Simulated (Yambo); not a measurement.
G0W0@PBE for CdSe (zinc blende, space group F-43m, No. 216) in Yambo (4×4×4 mesh, 15 Ry block, plasmon pole, screening fixed), without a terminator:

```json
[
 {"bands N in G": "93", "gap Γ → Γ (eV)": "1.241", "shift of the valence edge (eV)": "-0.422"},
 {"bands N in G": "164", "gap Γ → Γ (eV)": "1.298", "shift of the valence edge (eV)": "-0.588"},
 {"bands N in G": "259", "gap Γ → Γ (eV)": "1.318", "shift of the valence edge (eV)": "-0.647"}
]
```

Question: Extrapolate both columns to infinite N with E(N) = E∞ + A/N, test the form, and compare with the terminator.

Answer: From two points, E∞ = (N2 E2 − N1 E1)/(N2 − N1). The two largest N give 1.35 eV for the gap and -0.75 eV for the shift; the two smallest give 1.37 eV and -0.81 eV. For the gap the slopes A are -12 and -8.9 eV: the form isn't reached, and its limit is uncertain. For the shift the slopes A are 36 and 26 eV: the form isn't reached, and its limit is uncertain. With the Bruneval-Gonze terminator and 259 bands the run gives 1.33 eV and -0.69 eV, 0.02 eV and 0.06 eV from the extrapolated values: the terminator too is an estimate of the remainder. Block, mesh and the bands in W are held fixed.

Spin-orbit coupling is not included.

Geometry relaxed with PBEsol; primitive cell a = b = c = 4.3013 Å, α = β = γ = 60.00°.

A shift is the quasiparticle energy of the state minus its PBE energy.

The potentials are those of PseudoDojo's stringent table.
